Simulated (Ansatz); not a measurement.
Cr2B in space group I4/mcm (No. 140; Cr on 8h, B on 4a) under volume change, r²SCAN (plane waves, PAW; program Ansatz), shape and atoms relaxed at each volume.

| V (Å³/atom) | E − E(relaxed) (meV/atom) | P (GPa) |
|---|---|---|
| 8.401 | 85.6 | 35.75 |
| 8.678 | (withheld) | (withheld) |
| 8.955 | 8.5 | 10.13 |
| 9.232 | 0.0 | -0.01 |
| 9.508 | (withheld) | (withheld) |
| 9.785 | 29.4 | -16.15 |
| 10.062 | 62.9 | -22.51 |

Complete the blanks.


- 9.508, E − E(relaxed) (meV/atom): 7.7
- 9.508, P (GPa): -8.71
- 8.678, E − E(relaxed) (meV/atom): 36.0
- 8.678, P (GPa): 21.95

What does a third-order Birch–Murnaghan fit give for V₀, B₀ and B′?

V₀ = 9.23 Å³/atom, B₀ = 312 GPa, B′ = 4.1.

The workflow started from an entry of the Crystallography Open Database (COD). Its standing as an ambient phase is unchecked. The r²SCAN relaxation kept the symmetry of its start; its stability against distortions is not shown here. The workflow began spin-polarised and lost its moments.

Potentials: the later of the program's two PAW sets.
